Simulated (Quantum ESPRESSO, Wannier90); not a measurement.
## ZnCu₂SnS₄ (I-42m): Wannier90 run

```
begin unit_cell_cart
ang
    5.3969800000    0.0000000000    0.0000000000
    0.0000000000    5.3969800000    0.0000000000
   -2.6984900000   -2.6984900000    5.3955900000
end unit_cell_cart
begin atoms_frac
Zn   0.0000000000  0.0000000000  0.0000000000
Cu  -0.2500000000  0.2500000000  0.5000000000
Cu   0.2500000000 -0.2500000000  0.5000000000
Sn   0.5000000000  0.5000000000  0.0000000000
S    0.3753000000 -0.1087800000  0.2665200000
S   -0.3753000000 -0.3753000000 -0.2665200000
S   -0.1087800000  0.3753000000  0.2665200000
S    0.1087800000  0.1087800000 -0.2665200000
end atoms_frac
```

Structure: Materials Project mp-1025500, symmetrised, not relaxed again. Not found in the COD (Crystallography Open Database) copy used, which has the formula in other groups; not checked further. Level: LDA, no spin polarisation, no spin-orbit coupling; pw.x of Quantum ESPRESSO at 74 Ry with PseudoDojo potentials, 4×4×4 k-points, Wannier90. Density: 6×6×6 mesh, cold smearing 0.01 Ry. A non-magnetic state is assumed, with no Hubbard U on the 3d ions. Spin-orbit coupling is left out although heavy elements are present.

Bands 18-21 form an isolated set from -14.60 to -12.99 eV relative to the Fermi level (on the path) and are turned into 4 Wannier functions by minimising the spread from the start: atomic waves S 3s.

Task: Where do the functions sit, how wide are they and what are they made of?

Result: 
```
functions  spread (Å²)  nearest atom, distance (Å)  second atom, distance (Å)           weight on atomic waves
---------  -----------  --------------------------  -------------------------  -------------------------------
4                 1.30                      S 0.12                    Sn 2.32  S 3s 78 %, Sn 5p 6 %, Cu 4s 5 %
```

Ω_I = 5.19 Å², Ω_total = 5.21 Å²; the interpolated bands follow pw.x to 0.1 meV rms on the path. Only this start was tried; a symmetric start can stop on a saddle, and mixtures of these functions could lower the total by at most Ω_total − Ω_I.
